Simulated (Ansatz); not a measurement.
Input file for Ansatz (an electronic-structure program):

Ansatz 0.2 input:
```yaml
crystal:
  lattice:
    - [5.8197576208, 0.0, 0.0]
    - [0.0, 7.3730529319, 0.0]
    - [0.0, 0.0, 5.2679917245]
  atoms:
    - { symbol: Y, position: [0.4166298526, 0.25, 0.9820654936], spin: 0.02 }
    - { symbol: Y, position: [0.9166298526, 0.25, 0.5179345064], spin: 0.02 }
    - { symbol: Y, position: [0.5833701474, 0.75, 0.0179345064], spin: 0.02 }
    - { symbol: Y, position: [0.0833701474, 0.75, 0.4820654936], spin: 0.02 }
    - { symbol: Mn, position: [0.0, 0.0, 0.0], spin: 3.73 }
    - { symbol: Mn, position: [0.5, 0.5, 0.5], spin: 3.73 }
    - { symbol: Mn, position: [0.0, 0.5, 0.0], spin: 3.73 }
    - { symbol: Mn, position: [0.5, 0.0, 0.5], spin: 3.73 }
    - { symbol: O, position: [0.0380836343, 0.25, 0.1128948414], spin: 0.05 }
    - { symbol: O, position: [0.5380836343, 0.25, 0.3871051586], spin: 0.05 }
    - { symbol: O, position: [0.9619163657, 0.75, 0.8871051586], spin: 0.05 }
    - { symbol: O, position: [0.4619163657, 0.75, 0.6128948414], spin: 0.05 }
    - { symbol: O, position: [0.3260005697, 0.5537891467, 0.2020617735], spin: 0.09 }
    - { symbol: O, position: [0.8260005697, 0.9462108533, 0.2979382265], spin: 0.09 }
    - { symbol: O, position: [0.6739994303, 0.0537891467, 0.7979382265], spin: 0.09 }
    - { symbol: O, position: [0.1739994303, 0.4462108533, 0.7020617735], spin: 0.09 }
    - { symbol: O, position: [0.6739994303, 0.4462108533, 0.7979382265], spin: 0.09 }
    - { symbol: O, position: [0.1739994303, 0.0537891467, 0.7020617735], spin: 0.09 }
    - { symbol: O, position: [0.3260005697, 0.9462108533, 0.2020617735], spin: 0.09 }
    - { symbol: O, position: [0.8260005697, 0.5537891467, 0.2979382265], spin: 0.09 }
kpoints:
  mp_grid: { grid: [5, 4, 5] }
hamiltonian:
  xc: r2scan
  pseudopotentials: { kind: paw }
magnetization: { spin_polarized: true }
scf:
  occupations: { method: gaussian, width: 0.02 }
checkpoint: { read: static.run }
output: { bader: true, populations: true }
```

Output (shortened):

```
Pseudopotential: Y, paw, valence charge 11
Pseudopotential: Mn, paw, valence charge 15
Pseudopotential: O, paw, valence charge 6
Functional definition: r2SCAN
Crystal: 20 atoms, lattice volume = 226.046 Å³
Basis set: ecut = 500 eV, 5757 PW (Γ), exchange–correlation on 180×216×160 points (64 copies of the dense FFT grid, shifted against one another)
Bands: 136, of which v1, the nominal top of the filled ones, is band 88 counted from 1 (87 counted from 0)
Symmetry: 8 space group operations
Space group: Pnma (ITA 62), of the structure as read, at distance tolerance 6.1e-5 Å
k-points: 27 of 100
Stability of the state it starts from, as read at its close in the collinear treatment (another_mixer)
Starting moments: Σ|m| = 15.92 μB on 20 of 20 sites; this step starts from the density that it was given
iter 1 solved again at ethr=3.25e-8 eV; its pass at ethr=3.10e-3 eV (dr2=5.72e-5 eV) is discarded
SCF iter   1: F=—  HF=-37907.377127 eV  |F-HF|=—  |Δ(HF+E_count)|=         —  Δρ=5.22e-7 (↑5.22e-7 ↓4.28e-7)  dr2=1.70e-9  dr2_τ=3.86e-11  dr2_m=8.62e-12  M=16.000 μB ∫|m|=16.427 μB  β_m=1.20  ethr=3.25e-8  ⟨swp⟩=4.2  Hψ=50975  notcnv=0
preconditioner: auto → Resta (q_TF=auto, 2.617 Å⁻¹)
spin=Collinear: Resta preconditioning applied to the charge; magnetization (m = ρ↑ − ρ↓) channel mixes plain (no charge-response kernel on spin).
SCF iter   2: F=-37907.377125 eV  HF=-37907.377125 eV  |F-HF|=4.15e-10  |Δ(HF+E_count)|=   1.78e-6  Δρ=3.26e-7 (↑3.26e-7 ↓2.35e-7)  dr2=5.45e-10  dr2_τ=5.35e-11  dr2_m=1.07e-11  M=16.000 μB ∫|m|=16.427 μB  ethr=1.00e-12  ⟨swp⟩=6.8  Hψ=27477  notcnv=0
SCF 1 converged in 2 iterations: F = -37907.377125 eV  dr2 = 5.45e-10
Stability not checked (another_mixer)
WARN: this result may not be the lowest state: it starts from a saved state, and a run that led to that state saw a lower one. See that run's warnings
SCF converged after 2 iterations
Magnetization: 16.0000 μB (96.0000 up, 80.0000 down)
Absolute magnetization: 16.4544 μB (∫|ρ↑−ρ↓|, with the PAW one-centre terms)
Spin contamination: 0.1663 ħ² per cell (⟨S²⟩ above its minimum at these occupations)
Per-site moments (μB) at R_I (Å): [(0.0059676413537368906, 0.9272061524466954), (0.005967641353736835, 0.9272061524466954), (0.005967641353737395, 0.9272061524466954), (0.0059676413537371195, 0.9272061524466951), (3.266598656264426, 0.7876650575501608), …
Free energy (F): -37907.377125 eV
Harris-Foulkes:  -37907.377125 eV  (|F-HF|=4.15e-10)
Internal energy: -37907.377125 eV  (E = F + TS)
E sigma→0 (E₀):  -37907.377125 eV
Fermi energy:    12.504262 eV
--- Per-component energies (eV) ---
  E_band       = -1438.760787
  E_kinetic    = 4542.875047
  E_local      = -14406.825801  (includes V_loc(G=0)·N_el)
  E_nonlocal   = 1754.320430
  E_hartree    = 5604.506897
  E_xc         = -2001.174558
  E_vxc        = -2812.775868  (∫ρ·V_xc dr)
  E_paw        = -18530.741136  (= ΣΔE_a)
  E_vpaw       = -1898.414669  (= ΣTr[D̂ρ^β])
  E_aug_tail   = 0.012298  (compensation charges beyond the density's cutoff)
  E_vtau       = 173.034544  (kinetic-family band-sum trace: ∫τ·v_τ [+ j·A + Jᵃ·Aᵃ] dr)
  E_ewald      = -14868.219025
  E_core_change = -2.131277  (= ΣΔE_core)
  E_smearing   =  0.000000  (= −TS)
  E_closure    =  0.000000  (closes the sum)
  Σ components = -37907.377125   (vs F -37907.377125, Δ=0.00e0)
  [band-id]    e_kinetic+e_local+e_nonlocal+2·e_hartree+e_vxc+e_vpaw+e_augmentation_tail+e_vtau = -1438.760223   (vs E_band -1438.760787, Δ=5.64e-4)
--- Band table (eV; the first three rows and the last of 54) ---
  k-point 0 ↑: bands = ["-73.2000", "-73.1999", "-73.1998", "-73.1997", "-40.6975", "-40.6971", "-40.6890", "-40.6888", "-40.6718", "-40.6714", "-40.6705", "-40.6701", "-40.6290", "-40.6283", "-40.6272", "-40.6266", "-31.0810", "-31.0650", "-31.0549", …
  k-point 1 ↑: bands = ["-73.2000", "-73.1999", "-73.1998", "-73.1997", "-40.6975", "-40.6971", "-40.6890", "-40.6888", "-40.6716", "-40.6713", "-40.6706", "-40.6702", "-40.6288", "-40.6282", "-40.6274", "-40.6268", "-31.0784", "-31.0635", "-31.0566", …
  k-point 2 ↑: bands = ["-73.2000", "-73.1999", "-73.1997", "-73.1997", "-40.6973", "-40.6972", "-40.6889", "-40.6889", "-40.6713", "-40.6709", "-40.6709", "-40.6705", "-40.6284", "-40.6279", "-40.6278", "-40.6272", "-31.0720", "-31.0649", "-31.0558", …
  k-point 26 ↓: bands = ["-67.8663", "-67.8663", "-67.8663", "-67.8663", "-35.7910", "-35.7910", "-35.7909", "-35.7909", "-35.5120", "-35.5120", "-35.5119", "-35.5119", "-34.7879", "-34.7879", "-34.7876", "-34.7876", "-31.0535", "-31.0535", "-31.0504", …
--- Löwdin populations: 20 sites ---
  site symbol       q [e]    m [muB]
     0      Y      9.8440     0.0201
     1      Y      9.8440     0.0201
     2      Y      9.8440     0.0201
     3      Y      9.8440     0.0201
     4     Mn     13.5663     3.7337
     5     Mn     13.5663     3.7337
     6     Mn     13.5663     3.7337
     7     Mn     13.5663     3.7337
     8      O      6.7841     0.0510
     9      O      6.7841     0.0510
    10      O      6.7841     0.0510
    11      O      6.7841     0.0510
    12      O      6.8127     0.0882
    13      O      6.8127     0.0882
    14      O      6.8127     0.0882
    15      O      6.8127     0.0882
    16      O      6.8127     0.0882
    17      O      6.8127     0.0882
    18      O      6.8127     0.0882
    19      O      6.8127     0.0882
  spilling = 0.004096 (of n_electrons = 176.000000)
--- Bader charges: 20 sites ---
  site symbol  charge [e]  shift [e]    m [muB]
     0      Y      2.2434     0.0001     0.0131
     1      Y      2.2434     0.0001     0.0131
     2      Y      2.2434     0.0001     0.0131
     3      Y      2.2434     0.0001     0.0131
     4     Mn      1.7670     0.0049     3.7056
     5     Mn      1.7669     0.0049     3.7056
     6     Mn      1.7670     0.0049     3.7056
     7     Mn      1.7669     0.0049     3.7056
     8      O     -1.3163     0.0021     0.0724
     9      O     -1.3163     0.0021     0.0724
    10      O     -1.3163     0.0021     0.0724
    11      O     -1.3163     0.0021     0.0724
    12      O     -1.3470     0.0013     0.1044
    13      O     -1.3470     0.0013     0.1044
    14      O     -1.3470     0.0013     0.1044
    15      O     -1.3470     0.0013     0.1044
    16      O     -1.3470     0.0013     0.1044
    17      O     -1.3470     0.0013     0.1044
    18      O     -1.3470     0.0013     0.1044
    19      O     -1.3470     0.0013     0.1044
  shift: an alarm, by how much a part of what the PAW files miss would move the charge. Where it is large, compare
  with a run on PAW files of another source; a small one proves nothing
  estimated error of the sums over rays = 3.9e-4 e
```

Cost: around 6 core-minutes (rough) on shared cores.

A made-up cell: these elements were put on the sites of a structure type; the Crystallography Open Database copy checked does not list it. COD files the formula under space group No. 185, 194, so this cell is another polymorph or a model. Its standing as an ambient phase is unchecked. Symmetry was held in the r²SCAN relaxation; its stability against distortions is not shown here. The final state is ferromagnetic, chosen from 2 collinear starts compared on coarse meshes (ties went to the first, and starts can fall back to one state), not a proven ground state. The program gave a warning on the electronic state, which may not be the lowest. No Hubbard U is applied. Scalar-relativistic: spin–orbit coupling is off unless named, which matters more the heavier the elements.

Potentials: the later of the program's two PAW sets.

Ansatz is a plane-wave DFT program.
